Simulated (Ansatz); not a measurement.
Each is relaxed and computed with plane-wave PAW r²SCAN (Ansatz code). Which is the only one with a gap?
A. TiSi2, Cmcm (Ti on 4c, Si on 4c, Si on 4c)
B. TiO2, Pbca (Ti on 8c, O on 8c, O on 8c)
C. TiC2, P-3m1 (Ti on 1a, C on 2d)
D. TiB2, P6/mmm (Ti on 1a, B on 2d)

B, TiO2, Pbca (Ti on 8c, O on 8c, O on 8c). TiO2: gap 2.74 eV (direct); TiB2: metal; TiSi2: metal; TiC2: metal. Typed or built starts, not in the databases checked: TiC2, P-3m1 (Ti on 1a, C on 2d). All cells were relaxed under the symmetry of their starts (and spin orders); stability against distortions was not tested throughout. Named crystals with no word on spin ran without spin polarisation.

Potentials: the earlier of the program's two PAW sets. The files were generated under PBE; for other functionals the program regenerates the frozen cores, and for LDA and PBEsol the local potential too.
